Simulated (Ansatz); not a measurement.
**Question.** Name crystals whose computed values (plane-wave PAW LDA (Ansatz code)) fall in these windows: B₀ by P(V) fit (GPa) 180 to 260; highest Γ mode, no LO–TO term (cm⁻¹) 140 to 190.

**Answer.** 

```csv
crystal,B₀ by P(V) fit (GPa),"highest Γ mode, no LO–TO term (cm⁻¹)"
"ZrIr, L1₀ or tetragonal B2",219,163
"LaPt3, Cu3Au type",183,173
"HfOs, CsCl type",252,160
"CuAu3, Cu3Au type",190,175
"GaIr, CsCl type",259,181
```
Others may fit too.

Standing as an ambient phase not checked: ZrIr, L1₀ or tetragonal B2; LaPt3, Cu3Au type; HfOs, CsCl type; CuAu3, Cu3Au type; GaIr, CsCl type. Perhaps ordered models of mixed-site phases: ZrIr, L1₀ or tetragonal B2. All cells were relaxed under the symmetry of their starts (and spin orders); stability against distortions was not tested throughout. Rows with no word on spin ran without spin polarisation. Spin–orbit coupling is left out wherever it is not named.

Potentials: the later of the program's two PAW sets.
